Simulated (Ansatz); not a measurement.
Given:

CdS:
Space group F-43m (No. 216); a = b = c = 5.757 Å, α = β = γ = 90.00°

```csv
atom,site,symmetry,x,y,z
S,4c,-43m,0.2500,0.2500,0.2500
Cd,4a,-43m,0.0000,0.0000,0.0000
```
(The calculation used a cell of 2 atoms; values per cell refer to that cell.)

This is the LDA-relaxed structure.

Q: All from DFT-LDA in the program Ansatz with PAW potentials, unless another level is named. Predict the elastic constants (relaxed ions, GPa).

A: C11 = 81.7, C12 = 61.3, C44 = 27.8.

Q: What about the zero-point energy?

A: 33.6 meV/atom.

Q: Predict the highest zone-centre frequency (without LO–TO term).

A: 244 cm⁻¹.

The cell was relaxed with LDA under the symmetry of its start; phonons on a q-mesh show no instability.

Potentials: the later of the program's two PAW sets.
